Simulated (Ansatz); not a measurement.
Input:

SiNi:
```cif
data_Ni4Si4
_chemical_formula_sum 'Si4 Ni4'
_space_group_name_H-M_alt 'P 1'
_space_group_IT_number 1
_cell_length_a 5.04383
_cell_length_b 3.33745
_cell_length_c 5.47361
_cell_angle_alpha 90.000
_cell_angle_beta 90.000
_cell_angle_gamma 90.000
loop_
_space_group_symop_operation_xyz
  'x, y, z'
loop_
_atom_site_label
_atom_site_type_symbol
_atom_site_fract_x
_atom_site_fract_y
_atom_site_fract_z
_atom_site_occupancy
Si1 Si 0.82004 0.75000 0.58737 1
Si2 Si 0.17996 0.25000 0.41263 1
Si3 Si 0.67996 0.25000 0.08737 1
Si4 Si 0.32004 0.75000 0.91263 1
Ni1 Ni 0.50915 0.25000 0.68784 1
Ni2 Ni 0.49085 0.75000 0.31216 1
Ni3 Ni 0.99085 0.75000 0.18784 1
Ni4 Ni 0.00915 0.25000 0.81216 1
```

This is the LDA-relaxed structure.

Q: All from DFT-LDA in the program Ansatz with PAW potentials, unless another level is named. Estimate the electronic character.

A: metallic (no gap).

Q: Give the formation energy from the elements (no fitted shifts).

A: -0.61 eV/atom.

Q: Give the density of states at the Fermi level.

A: 0.24 states/eV per atom (mean over ±0.08 eV).

Space group Pnma. Symmetry was held in the LDA relaxation. No spin polarisation was allowed. The references are the lowest solids computed at this level, not always the standard phases.

Potentials: the later of the program's two PAW sets.
